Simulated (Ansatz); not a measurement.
5 guesses for Al2BN3 and where they end

Computed with DFT PBE, scalar-relativistic, plane waves, PAW (Ansatz 0.2.0). Settings: cutoff 420 eV, Γ-centred meshes spaced at most about 0.3 Å⁻¹ (2π included), Gaussian smearing. No spin polarisation in the final relaxations.

Each guess was relaxed in cell and atoms at zero pressure, within the symmetry of its start. These are static total energies at zero pressure. Coordination counts B or N atoms around Al (for each partner element, those within 1.25 times its shortest distance or 1.15 times the sum of covalent radii, where it is the nearest in units of that sum or under 1.3; a plus sign parts groups by distance over the sum of covalent radii). For orderings, «n of Z unlike» gives the unlike atoms among the Z nearest shared sites at the start, averaged over those sites.

```
guess                                    made from  start group  V start (Å³/atom)  end group  V end (Å³/atom)  coordination at the end  gap on mesh (eV)  E over the lowest end (meV/atom)
    1     Al/B on wurtzite sites, 4.0 of 12 unlike       P6_3mc               11.6     P6_3mc              9.2                     Al 4              4.32                                99
    2  Al/B on zinc blende sites, 5.3 of 12 unlike        I-4m2               11.6          ?                ?                        ?                 ?                                 ?
    3                 B/Al ordered on a cell of BN           Cm               11.6         Cm              9.7                     Al 4              2.85                                 0
    4                 B/Al ordered on a cell of BN     P6_3/mmc               11.6   P6_3/mmc              9.0                   Al 3+1              1.83                               501
    5  Al/B on zinc blende sites, 4.0 of 12 unlike         P3m1               11.6       P3m1              9.1                     Al 4              3.10                               105
```

Guess 2 as it starts:

```cif
data_structure
_symmetry_space_group_name_H-M 'P 1'
_symmetry_Int_Tables_number 1
_cell_length_a 7.1657
_cell_length_b 7.1657
_cell_length_c 7.1657
_cell_angle_alpha 154.158
_cell_angle_beta 154.158
_cell_angle_gamma 36.870
_cell_volume 69.81
loop_
_atom_site_label
_atom_site_type_symbol
_atom_site_fract_x
_atom_site_fract_y
_atom_site_fract_z
_atom_site_occupancy
Al1 Al 0.66667 0.66667 0.00000 1
Al2 Al 0.33333 0.33333 0.00000 1
B1 B 0.00000 0.00000 0.00000 1
N1 N 0.41667 0.91667 0.50000 1
N2 N 0.08333 0.58333 0.50000 1
N3 N 0.75000 0.25000 0.50000 1
```

Q: Predict the end of this guess and its energy over the lowest end.

A: It ends in Al and B ordered on zinc blende sites, space group I-4m2 (No. 119), with a = 2.908 Å, c = 12.762 Å, 9.0 Å³/atom and a gap of 2.99 eV; its coordination is Al 4. It lies 84 meV/atom over the lowest end, above guess 3 and below guess 1. Counting B or N atoms around Al, this end and the lowest (guess 3) both have Al 4.

```cif
data_structure
_symmetry_space_group_name_H-M 'I-4m2'
_symmetry_Int_Tables_number 119
_cell_length_a 2.9083
_cell_length_b 2.9083
_cell_length_c 12.7618
_cell_angle_alpha 90.000
_cell_angle_beta 90.000
_cell_angle_gamma 90.000
_cell_volume 107.94
loop_
_atom_site_label
_atom_site_type_symbol
_atom_site_symmetry_multiplicity
_atom_site_Wyckoff_symbol
_atom_site_fract_x
_atom_site_fract_y
_atom_site_fract_z
_atom_site_occupancy
Al1 Al 4 e 0.50000 0.50000 0.15880 1
B1 B 2 a 0.00000 0.00000 0.00000 1
N1 N 4 f 0.50000 0.00000 0.43296 1
N2 N 2 c 0.00000 0.50000 0.25000 1
```

Formation energies are uncorrected and refer to the elements' standard structures at the same level (N₂ as a molecule).

Q: Is the lowest end bound against the elements?

A: Yes: its formation energy is −1.100 eV/atom. A negative formation energy is needed for stability but isn't enough: competing phases decide.

Kohn–Sham gaps at this level usually fall short of measured ones. Cells relaxed within their symmetry can be saddle points. A lower structure may well exist outside this small set. Some candidate types were left out of the draw beforehand, so a known form may be missing.
